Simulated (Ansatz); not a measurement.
Elastic constants of LaIn (Pm-3m), step by step

```
CELL_PARAMETERS angstrom
3.89583 0.00000 0.00000
0.00000 3.89583 0.00000
0.00000 0.00000 3.89583
ATOMIC_POSITIONS crystal
La 0.50000 0.50000 0.50000
In 0.00000 0.00000 0.00000
```

Conventional cell: a = 3.896 Å, b = 3.896 Å, c = 3.896 Å, α = 90.00°, β = 90.00°, γ = 90.00°. La (atom 1) has 8 In at 3.37 Å as nearest neighbours. In (atom 2) is surrounded by 8 La at 3.37 Å.

Level of theory, where no other is named: PBEsol, all-electron LAPW in Ansatz 0.2.0, scalar-relativistic. k mesh 12×12×12, strains of ±0.008, Fermi-Dirac smearing of 0.100 eV, basis error target 1 meV/atom. The cell was relaxed by PAW under this functional, which moved its volume by -4 % from the database entry's. The structure is one entry of a database and needn't be the stable phase.

The cell is cubic and carries a residual pressure of -0.01 GPa at this level. Each strain component that symmetry leaves independent is applied at ±0.008, the ions relax wherever a strain frees them, and the stress (tension positive, GPa) is read. Shears are engineering strains, γ = 2ε.

```json
{"strain": "xx", "size": "-0.008", "σxx": "-0.5017", "σyy": "-0.3873", "σzz": "-0.3873", "σyz": "0.0000", "σxz": "0.0000", "σxy": "0.0000"}
{"strain": "xx", "size": "+0.008", "σxx": "0.4996", "σyy": "0.3965", "σzz": "0.3965", "σyz": "0.0000", "σxz": "0.0000", "σxy": "0.0000"}
{"strain": "yz", "size": "-0.008", "σxx": "0.0097", "σyy": "0.0065", "σzz": "0.0065", "σyz": "-0.3146", "σxz": "0.0000", "σxy": "0.0000"}
{"strain": "yz", "size": "+0.008", "σxx": "0.0097", "σyy": "0.0065", "σzz": "0.0065", "σyz": "0.3146", "σxz": "0.0000", "σxy": "0.0000"}
```

A central difference gives one constant, for example C11 ≈ (0.4996 − (-0.5017))/(0.016) = 62.6 GPa; the program then imposes the crystal's symmetry on the whole matrix.

(1) What are the independent elastic constants?

(2) Do they meet the Born conditions?

(3) What moduli does a random aggregate of grains have?

(4) With the density of 7.126 g/cm³, how fast does sound travel, and what Debye temperature follows?

(5) How far do the constants move if PAW replaces LAPW in the same cell?

(6) What happens at 2 GPa (cell relaxed there)?

Answers

(1) C11 = 62.6, C12 = 49.0, C44 = 39.3 GPa.

(2) C11 − C12 = 13.6, C11 + 2C12 = 160.6 and C44 = 39.3 GPa must all be positive, so the crystal is elastically stable; that says nothing yet of its phonons.

(3) B = (C11 + 2C12)/3 = 53.5 GPa. G_V = (C11 − C12 + 3C44)/5 = 26.3 and G_R = 5(C11 − C12)C44/(4C44 + 3(C11 − C12)) = 13.5, so G_H = 19.9 GPa. Then E = 9BG/(3B + G) = 53.1 GPa, ν = (3B − 2G)/(6B + 2G) = 0.335 and B/G = 2.69, on the ductile side of Pugh's 1.75 (a rule of thumb).

(4) 

```
direction  slow (m/s)  middle (m/s)  fast (m/s)
    [100]        2349          2349        2963
    [110]         977          2349        3653
    [111]        1573          1573        3856
```

The mean of v⁻³ over directions and branches gives v_m = 1781 m/s and θ_D = (ħ/k_B) v_m (6π²n)^(1/3) = 172 K, n being atoms per volume. Young's modulus spans 20 to 95 GPa over directions, and the universal anisotropy index is 4.75.

(5) 

```json
{"constant": "C11", "LAPW (GPa)": "62.6", "PAW (GPa)": "62.4", "difference": "-0.2"}
{"constant": "C12", "LAPW (GPa)": "49.0", "PAW (GPa)": "48.9", "difference": "-0.1"}
{"constant": "C44", "LAPW (GPa)": "39.3", "PAW (GPa)": "39.3", "difference": "0.0"}
```

(6) The volume falls to 0.9659 of its value, and C11 = 70.6, C12 = 57.3, C44 = 43.8 GPa (slopes of the stress), in this structure whether or not another phase takes over.

Keep in mind: responses of metals move with mesh and smearing; the softest shear constant rests on one k mesh, and a soft shear can herald a distortion on cooling; the frozen-core PAW files of the compared runs were fitted under PBE, their cores solved anew for this functional.
